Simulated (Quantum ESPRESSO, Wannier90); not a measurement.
**Wannier functions of BaGaSnH (P3m1)**

Materials Project entry mp-1018094; symmetrised, unrelaxed at this level. COD (Crystallography Open Database) has an entry of this formula and space group (matched by these alone). Computed values, not measurements, from PBEsol: Quantum ESPRESSO (norm-conserving PseudoDojo potentials, cutoff 64 Ry, no spin polarisation, no spin-orbit coupling) on a Γ-centred 6×6×6 mesh, then Wannier90. Density: 12×12×6 mesh, cold smearing 0.01 Ry. Spin-orbit coupling is left out although heavy elements are present.

On the energy scale of pw.x, whose zero is arbitrary, the Fermi level lies at 8.36 eV.

Input w.win:

```
num_bands = 5
num_wann = 5
exclude_bands = 1,7-39
num_iter = 800
conv_tol = 1.0e-6
conv_window = 4
write_hr = true
write_u_matrices = true
auto_projections = true
begin unit_cell_cart
ang
    4.6093402015    0.0000000000    0.0000000000
   -2.3046701007    3.9918057092    0.0000000000
    0.0000000000    0.0000000000    5.3980800000
end unit_cell_cart
begin atoms_frac
Ba   0.3333333333 -0.3333333333 -0.0001500000
Ga   0.0000000000  0.0000000000  0.4132900000
Sn  -0.3333333333  0.3333333333 -0.4592500000
H    0.0000000000  0.0000000000  0.0898100000
end atoms_frac
mp_grid = 6 6 6
begin kpoints
0.0000000000 0.0000000000 0.0000000000
0.0000000000 0.0000000000 0.1666666667
0.0000000000 0.0000000000 0.3333333333
... (213 more lines: the 6x6x6 mesh through Gamma)
end kpoints
```

Input of pw2wannier90.x that gives the overlap and projection files (equivalent; here they were cut from one run over all bands):

```
&inputpp
  outdir = './out'
  prefix = 'pwscf'
  seedname = 'w'
  write_amn = .true.
  write_mmn = .true.
  atom_proj = .true.
  atom_proj_exclude = 1 2 3 4 5 6 7 8 9 10 11 12 13 14 20 21 22 23 24
/
```

Output w.wout (banner and timings cut):

```
                                    ------
                                    SYSTEM
                                    ------

                              Lattice Vectors (Ang)
                    a_1     4.609340   0.000000   0.000000
                    a_2    -2.304670   3.991806   0.000000
                    a_3     0.000000   0.000000   5.398080

                   Unit Cell Volume:      99.32246  (Ang^3)

                        Reciprocal-Space Vectors (Ang^-1)
                    b_1     1.363142   0.787010  -0.000000
                    b_2     0.000000   1.574021   0.000000
                    b_3     0.000000  -0.000000   1.163967

 *----------------------------------------------------------------------------*
 |   Site       Fractional Coordinate          Cartesian Coordinate (Ang)     |
 +----------------------------------------------------------------------------+
 | ba   1   0.33333  -0.33333  -0.00015   |    2.30467  -1.33060  -0.00081    |
 | ga   1   0.00000   0.00000   0.41329   |    0.00000   0.00000   2.23097    |
 | sn   1  -0.33333   0.33333  -0.45925   |   -2.30467   1.33060  -2.47907    |
 | h    1   0.00000   0.00000   0.08981   |    0.00000   0.00000   0.48480    |
 *----------------------------------------------------------------------------*
                                ------------
                                K-POINT GRID
                                ------------

             Grid size =  6 x  6 x  6      Total points =  216

 *---------------------------------- MAIN ------------------------------------*
 |  Number of Wannier Functions               :                 5             |
 |  Number of Objective Wannier Functions     :                 5             |
 |  Number of input Bloch states              :                 5             |
 |  Output verbosity (1=low, 5=high)          :                 1             |
 |  Timing Level (1=low, 5=high)              :                 1             |
 |  Optimisation (0=memory, 3=speed)          :                 3             |
 |  Length Unit                               :               Ang             |
 |  Post-processing setup (write *.nnkp)      :                 F             |
 |  Using Gamma-only branch of algorithms     :                 F             |
 *----------------------------------------------------------------------------*
 *------------------------------- WANNIERISE ---------------------------------*
 |  Total number of iterations                :               800             |
 |  Number of CG steps before reset           :                 5             |
 |  Trial step length for line search         :             2.000             |
 |  Convergence tolerence                     :         0.100E-05             |
 |  Convergence window                        :                 4             |
 |  Iterations between writing output         :                 1             |
 |  Iterations between backing up to disk     :               100             |
 |  Write r^2_nm to file                      :                 F             |
 |  Write xyz WF centres to file              :                 F             |
 |  Write on-site energies <0n|H|0n> to file  :                 F             |
 |  Use guiding centre to control phases      :                 F             |
 |  Use phases for initial projections        :                 F             |
 *----------------------------------------------------------------------------*
 *-------------------------------- PLOTTING ----------------------------------*
 |  Plotting Hamiltonian in WF basis          :                 T             |
 *----------------------------------------------------------------------------*

       ... (k-mesh section left out)

 Starting a new Wannier90 calculation ...

 Reading overlaps from w.mmn

 Reading projections from w.amn

 *------------------------------- WANNIERISE ---------------------------------*
 +--------------------------------------------------------------------+<-- CONV
 | Iter  Delta Spread     RMS Gradient      Spread (Ang^2)            |<-- CONV
 +--------------------------------------------------------------------+<-- CONV

 ------------------------------------------------------------------------------
 Initial State
  WF centre and spread    1  ( -2.304670,  1.330602, -2.482011 )     0.42828017
  WF centre and spread    2  ( -2.304670,  1.330196, -2.482424 )     0.42984806
  WF centre and spread    3  ( -2.304670,  1.331009, -2.482424 )     0.42984806
  WF centre and spread    4  ( -2.304670,  1.333205, -2.480569 )     0.43263551
  WF centre and spread    5  ( -2.304670,  1.327999, -2.480569 )     0.43263551
  Sum of centres and spreads (-11.523350,  6.653010,-12.407997 )     2.15324732

      0     0.215E+01     0.0000000000        2.1532472952  <-- CONV
        O_D=      0.0000002 O_OD=      0.0005592 O_TOT=      2.1532473 <-- SPRD
 ------------------------------------------------------------------------------
      1    -0.193E-07     0.0000945045        2.1532472760  <-- CONV
        O_D=      0.0000002 O_OD=      0.0005592 O_TOT=      2.1532473 <-- SPRD
      2    -0.235E-08     0.0000657328        2.1532472736  <-- CONV
        O_D=      0.0000002 O_OD=      0.0005592 O_TOT=      2.1532473 <-- SPRD
      3    -0.899E-09     0.0000358716        2.1532472727  <-- CONV
        O_D=      0.0000002 O_OD=      0.0005592 O_TOT=      2.1532473 <-- SPRD
      4    -0.126E-09     0.0000152842        2.1532472726  <-- CONV
        O_D=      0.0000002 O_OD=      0.0005592 O_TOT=      2.1532473 <-- SPRD
             <<<     Delta < 1.000E-06  over  4 iterations     >>>
             <<< Wannierisation convergence criteria satisfied >>>
 Final State
  WF centre and spread    1  ( -2.304670,  1.330602, -2.482011 )     0.42828013
  WF centre and spread    2  ( -2.304670,  1.330196, -2.482424 )     0.42984806
  WF centre and spread    3  ( -2.304670,  1.331009, -2.482424 )     0.42984806
  WF centre and spread    4  ( -2.304670,  1.333205, -2.480569 )     0.43263553
  WF centre and spread    5  ( -2.304670,  1.327999, -2.480569 )     0.43263553
  Sum of centres and spreads (-11.523350,  6.653010,-12.407997 )     2.15324730

         Spreads (Ang^2)       Omega I      =     2.152687877
        ================       Omega D      =     0.000000186
                               Omega OD     =     0.000559210
    Final Spread (Ang^2)       Omega Total  =     2.153247273
```
